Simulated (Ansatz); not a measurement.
Input, command and steps of an Ansatz relaxation.

```yaml
crystal:
  lattice:
    - [3.1635840368, 1.8264960952, 5.1545958809]
    - [-3.1635840368, 1.8264960952, 5.1545958809]
    - [0.0, -3.6529921905, 5.1545958809]
  atoms:
    - { symbol: Mg, position: [0.75, 0.75, 0.75] }
    - { symbol: Mg, position: [0.25, 0.25, 0.25] }
    - { symbol: Si, position: [0.5, 0.5, 0.5] }
    - { symbol: Si, position: [0.0, 0.0, 0.0] }
    - { symbol: Se, position: [0.225, 0.275, 0.75] }
    - { symbol: Se, position: [0.275, 0.75, 0.225] }
    - { symbol: Se, position: [0.775, 0.725, 0.25] }
    - { symbol: Se, position: [0.25, 0.775, 0.725] }
    - { symbol: Se, position: [0.725, 0.25, 0.775] }
    - { symbol: Se, position: [0.75, 0.225, 0.275] }
basis:
  ecutwfc: 420
kpoints:
  mp_grid: { grid: [3, 3, 3] }
hamiltonian:
  xc: pbe
scf:
  occupations: { method: gaussian, width: 0.1 }
  lower_state_search: "off"
output:
  forces: true
  stress: true
  eigenvalues: true
relax:
  adjacent_minimum: "off"
  f_tol: 0.04
  max_steps: 70
  cell: { stress_tol: 0.4 }
```

```bash
ansatz run input.yaml --threads 1 --pin off --max-ram 2560MiB --backend cpu --events-out ev --progress --plain --runs-dir out
```

These are results of Ansatz 0.2.0, DFT PBE, scalar-relativistic, plane waves, PAW, not measurements.

Of 8 frames 8 are shown, positions in Å and forces in eV/Å; the SCF threshold varies from step to step. Steps run on the plane waves of an earlier cell, with a Pulay correction in the pressure. The basis is chosen afresh for the last frame, the zero of the energies, and at times for earlier ones too; energy and pressure can step there, also at an unchanged geometry. Where two frames share a geometry here, they differ by under 2 meV/atom and 0.3 GPa.

```xyz
10
Lattice="3.1636 1.8265 5.1546 -3.1636 1.8265 5.1546 0.0000 -3.6530 5.1546" Properties=species:S:1:pos:R:3:forces:R:3 pbc="T T T" step=1 free_energy_over_end_meV_per_atom=682.61 pressure_GPa=24.28
Mg    0.0000    0.0000   11.5978    0.0000    0.0000    0.0000
Mg    0.0000    0.0000    3.8659    0.0000    0.0000    0.0000
Si    0.0000    0.0000    7.7319    0.0000    0.0000    0.0000
Si    0.0000    0.0000    0.0000    0.0000    0.0000    0.0000
Se   -0.1582   -1.8265    6.4432   -1.2183    0.0000    0.0000
Se   -1.5027    1.0502    6.4432    0.6091    1.0551    0.0000
Se    0.1582    1.8265    9.0205    1.2183    0.0000    0.0000
Se   -1.6609   -0.7763    9.0205   -0.6091    1.0551    0.0000
Se    1.5027   -1.0502    9.0205   -0.6091   -1.0551    0.0000
Se    1.6609    0.7763    6.4432    0.6091   -1.0551    0.0000
10
Lattice="3.3199 1.9168 5.3993 -3.3199 1.9168 5.3993 0.0000 -3.8335 5.3993" Properties=species:S:1:pos:R:3:forces:R:3 pbc="T T T" step=2 free_energy_over_end_meV_per_atom=332.53 pressure_GPa=6.38
Mg    0.0000    0.0000   12.1485    0.0000    0.0000    0.0000
Mg    0.0000    0.0000    4.0495    0.0000    0.0000    0.0000
Si    0.0000    0.0000    8.0990    0.0000    0.0000    0.0000
Si    0.0000    0.0000    0.0000    0.0000    0.0000    0.0000
Se   -0.2936   -1.9168    6.7492   -1.4714    0.0000    0.0000
Se   -1.5132    1.2126    6.7492    0.7357    1.2742    0.0000
Se    0.2936    1.9168    9.4488    1.4714    0.0000    0.0000
Se   -1.8068   -0.7042    9.4488   -0.7357    1.2742    0.0000
Se    1.5132   -1.2126    9.4488   -0.7357   -1.2742    0.0000
Se    1.8068    0.7042    6.7492    0.7357   -1.2742    0.0000
10
Lattice="3.3803 1.9516 5.4738 -3.3803 1.9516 5.4738 0.0000 -3.9032 5.4738" Properties=species:S:1:pos:R:3:forces:R:3 pbc="T T T" step=3 free_energy_over_end_meV_per_atom=130.20 pressure_GPa=0.60
Mg    0.0000    0.0000   12.3162    0.0000    0.0000    0.0000
Mg    0.0000    0.0000    4.1054    0.0000    0.0000    0.0000
Si    0.0000    0.0000    8.2108    0.0000    0.0000    0.0000
Si    0.0000    0.0000    0.0000    0.0000    0.0000    0.0000
Se   -0.5075   -1.9516    6.8423   -1.2934    0.0000    0.0000
Se   -1.4364    1.4153    6.8423    0.6467    1.1201    0.0000
Se    0.5075    1.9516    9.5792    1.2934    0.0000    0.0000
Se   -1.9439   -0.5363    9.5792   -0.6467    1.1201    0.0000
Se    1.4364   -1.4153    9.5792   -0.6467   -1.1201    0.0000
Se    1.9439    0.5363    6.8423    0.6467   -1.1201    0.0000
10
Lattice="3.3885 1.9563 5.4939 -3.3885 1.9563 5.4939 0.0000 -3.9127 5.4939" Properties=species:S:1:pos:R:3:forces:R:3 pbc="T T T" step=4 free_energy_over_end_meV_per_atom=13.91 pressure_GPa=-1.09
Mg    0.0000    0.0000   12.3613    0.0000    0.0000    0.0000
Mg    0.0000    0.0000    4.1204    0.0000    0.0000    0.0000
Si    0.0000    0.0000    8.2409    0.0000    0.0000    0.0000
Si    0.0000    0.0000    0.0000    0.0000    0.0000    0.0000
Se   -0.7156   -1.9563    6.8674   -0.4913    0.0000    0.0000
Se   -1.3364    1.5979    6.8674    0.2456    0.4255    0.0000
Se    0.7156    1.9563    9.6143    0.4913    0.0000    0.0000
Se   -2.0520   -0.3584    9.6143   -0.2456    0.4255    0.0000
Se    1.3364   -1.5979    9.6143   -0.2456   -0.4255    0.0000
Se    2.0520    0.3584    6.8674    0.2456   -0.4255    0.0000
10
Lattice="3.3898 1.9571 5.4493 -3.3898 1.9571 5.4493 0.0000 -3.9142 5.4493" Properties=species:S:1:pos:R:3:forces:R:3 pbc="T T T" step=5 free_energy_over_end_meV_per_atom=6.81 pressure_GPa=-0.43
Mg    0.0000    0.0000   12.2609    0.0000    0.0000    0.0000
Mg    0.0000    0.0000    4.0870    0.0000    0.0000    0.0000
Si    0.0000    0.0000    8.1739    0.0000    0.0000    0.0000
Si    0.0000    0.0000    0.0000    0.0000    0.0000    0.0000
Se   -0.8448   -1.9571    6.8116    0.3893    0.0000    0.0000
Se   -1.2725    1.7102    6.8116   -0.1946   -0.3371    0.0000
Se    0.8448    1.9571    9.5362   -0.3893    0.0000    0.0000
Se   -2.1173   -0.2469    9.5362    0.1946   -0.3371    0.0000
Se    1.2725   -1.7102    9.5362    0.1946    0.3371    0.0000
Se    2.1173    0.2469    6.8116   -0.1946    0.3371    0.0000
10
Lattice="3.3751 1.9486 5.3553 -3.3751 1.9486 5.3553 0.0000 -3.8972 5.3553" Properties=species:S:1:pos:R:3:forces:R:3 pbc="T T T" step=6 free_energy_over_end_meV_per_atom=1.46 pressure_GPa=0.92
Mg    0.0000    0.0000   12.0494    0.0000    0.0000    0.0000
Mg    0.0000    0.0000    4.0165    0.0000    0.0000    0.0000
Si    0.0000    0.0000    8.0329    0.0000    0.0000    0.0000
Si    0.0000    0.0000    0.0000    0.0000    0.0000    0.0000
Se   -0.7861   -1.9486    6.6941   -0.0369    0.0000    0.0000
Se   -1.2945    1.6551    6.6941    0.0184    0.0319    0.0000
Se    0.7861    1.9486    9.3717    0.0369    0.0000    0.0000
Se   -2.0806   -0.2935    9.3717   -0.0184    0.0319    0.0000
Se    1.2945   -1.6551    9.3717   -0.0184   -0.0319    0.0000
Se    2.0806    0.2935    6.6941    0.0184   -0.0319    0.0000
10
Lattice="3.3830 1.9532 5.4128 -3.3830 1.9532 5.4128 0.0000 -3.9063 5.4128" Properties=species:S:1:pos:R:3:forces:R:3 pbc="T T T" step=7 free_energy_over_end_meV_per_atom=0.44 pressure_GPa=-0.02
Mg    0.0000    0.0000   12.1788    0.0000    0.0000    0.0000
Mg    0.0000    0.0000    4.0596    0.0000    0.0000    0.0000
Si    0.0000    0.0000    8.1192    0.0000    0.0000    0.0000
Si    0.0000    0.0000    0.0000    0.0000    0.0000    0.0000
Se   -0.7920   -1.9532    6.7660   -0.0029    0.0000    0.0000
Se   -1.2955    1.6624    6.7660    0.0014    0.0025    0.0000
Se    0.7920    1.9532    9.4724    0.0029    0.0000    0.0000
Se   -2.0875   -0.2907    9.4724   -0.0014    0.0025    0.0000
Se    1.2955   -1.6624    9.4724   -0.0014   -0.0025    0.0000
Se    2.0875    0.2907    6.7660    0.0014   -0.0025    0.0000
10
Lattice="3.3830 1.9532 5.4128 -3.3830 1.9532 5.4128 0.0000 -3.9063 5.4128" Properties=species:S:1:pos:R:3:forces:R:3 pbc="T T T" step=8 free_energy_over_end_meV_per_atom=0.00 pressure_GPa=0.00
Mg    0.0000    0.0000   12.1788    0.0000    0.0000    0.0000
Mg    0.0000    0.0000    4.0596    0.0000    0.0000    0.0000
Si    0.0000    0.0000    8.1192    0.0000    0.0000    0.0000
Si    0.0000    0.0000    0.0000    0.0000    0.0000    0.0000
Se   -0.7920   -1.9532    6.7660   -0.0028    0.0000    0.0000
Se   -1.2955    1.6624    6.7660    0.0014    0.0024    0.0000
Se    0.7920    1.9532    9.4724    0.0028    0.0000    0.0000
Se   -2.0875   -0.2907    9.4724   -0.0014    0.0024    0.0000
Se    1.2955   -1.6624    9.4724   -0.0014   -0.0024    0.0000
Se    2.0875    0.2907    6.7660    0.0014   -0.0024    0.0000
```

The start puts this composition into another compound's structure type, which needn't suit it. At the end the space group is R-3c (tolerance 0.05 Å).

It took 55 s on 1 thread of Arm Neoverse V2, on a shared host, peak memory 0.49 GiB.

The k mesh is coarse.